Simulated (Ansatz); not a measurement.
## Band structure of NbRu

```
CELL_PARAMETERS angstrom
3.18400 0.00000 0.00000
0.00000 3.18400 0.00000
0.00000 0.00000 3.18400
ATOMIC_POSITIONS crystal
Nb 0.00000 0.00000 0.00000
Ru 0.50000 0.50000 0.50000
```

Atom numbers follow the list: Nb1, Ru2.

The cell comes from COD entry 1523398, which wasn't checked; take it as a given geometry.

Spin polarisation is left out, and whether a magnetic state lies lower isn't shown here.

These are results of Ansatz 0.2.0, DFT, PBEsol, all-electron LAPW, scalar-relativistic, not measurements.

The runs use a Γ-centred 11×11×11 k mesh, Fermi–Dirac smearing of 0.03 eV, basis error target 0.25 meV/atom, no spin polarisation.

Points in fractions of the reciprocal vectors of this cell: Γ (0, 0, 0), X (0, 0.5, 0), M (0.5, 0.5, 0), R (0.5, 0.5, 0.5). The path joins them by straight lines in the order Γ–X–M–Γ–R–X–R–M; legs that retrace an earlier one aren't tabulated. Energies are in eV from the Fermi level.

(1) List the levels at Γ between -5 and 3.5 eV.

(2) List the levels at M between -5 and 3.5 eV.

(3) List the levels at X between -5 and 3.5 eV.

(4) What is the band gap?

Answers

(1) -2.26 (×3), 0.82 (×2), 3.38 (×3).

(2) -3.90 (×2), -0.26, 0.08, 1.02 (×2), 1.33, 3.20.

(3) -4.30, -4.10, -3.72, -2.31, -2.18 (×2), -1.27, -0.25 (×2), 0.97, 1.70.

(4) none: with an odd electron count and no spin polarisation the bands can't all be full, a metal in this set-up (spin order or a larger cell could open a gap).
